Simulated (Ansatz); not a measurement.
ZnS:
```
ZnS
1.0
    0.00000     2.71263     2.71263
    2.71263     0.00000     2.71263
    2.71263     2.71263     0.00000
S Zn
1 1
Direct
  0.75000   0.75000   0.75000
  0.00000   0.00000   0.00000
```

Relaxed with HSE06. Special points in fractions of this cell's reciprocal vectors: Γ (0.000, 0.000, 0.000); X (0.500, 0.000, 0.500); U (0.625, 0.250, 0.625); K (0.375, 0.375, 0.750); L (0.500, 0.500, 0.500); W (0.500, 0.250, 0.750).

Task: List the band energies nearest the valence-band maximum at these points for plane-wave PAW HSE06 (Ansatz code).

Result: In eV from the valence-band maximum; about four levels below and three above (degenerate sets whole), none deeper than 8.9 eV; points with the same levels are listed once.

| k | below | above |
|---|---|---|
| Γ | -7.44 -7.44 0.00 0.00 0.00 | 3.28 7.69 7.69 7.69 |
| X | -7.17 -4.93 -2.30 -2.30 | 4.41 5.27 12.45 |
| U | -7.05 -4.82 -3.27 -1.87 | 5.24 7.26 10.69 |
| L | -7.21 -5.50 -0.89 -0.89 | 4.53 8.18 8.18 |
| W | -7.01 -4.75 -2.92 -2.79 | 6.78 7.49 9.20 |

Space group F-43m (zinc blende). The cell was relaxed with HSE06 under the symmetry of its start. The hybrid was solved on a coarse mesh, the path and, where they were found, the r²SCAN edge points; its band edges are the extreme levels among these.

Potentials: the later of the program's two PAW sets.
